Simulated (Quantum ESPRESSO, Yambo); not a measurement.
BaS at -0.7 % isotropic strain: DFT and GW levels

```
CELL_PARAMETERS angstrom
      0.00000     3.14251     3.14251
      3.14251     0.00000     3.14251
      3.14251     3.14251     0.00000
ATOMIC_POSITIONS crystal
  S  0.50000 0.50000 0.50000
  Ba 0.00000 0.00000 0.00000
```

The PBEsol cell relaxed from Materials Project entry mp-1500 was given an isotropic strain of -0.7 % on all lattice vectors, and the atoms were relaxed again.

Starting point: norm-conserving PBEsol (Quantum ESPRESSO, 57 Ry, without SOC). G0W0 in Yambo: 4×4×4 Γ-centred k mesh, 148 bands and a 10 Ry block in the screening, 148 bands in G with the Bruneval-Gonze terminator, plasmon pole fitted at 27.2 eV.

The PBEsol gap along the band path is 2.00 eV and the PBEsol gap between the mesh's edge points (Γ → X) is 2.00 eV. The G0W0 gap between the same points is 3.50 eV and the PBEsol smallest direct gap on the mesh (at X) comes out as 2.08 eV. The G0W0 direct gap at that point comes out as 3.60 eV.

```tsv
k point	band	E PBEsol (eV)	E QP (eV)	shift (eV)	Z
Γ	VB	0.00	-1.18	-1.18	0.79
Γ	CB	3.74	4.03	0.29	0.83
L	VB	-1.12	-2.34	-1.23	0.79
L	CB	5.51	5.98	0.46	0.82
X	VB	-0.08	-1.28	-1.21	0.79
X	CB	2.00	2.32	0.32	0.83
```

Energies count from the PBEsol valence-band maximum.

Convergence of the G0W0 settings was not tested.
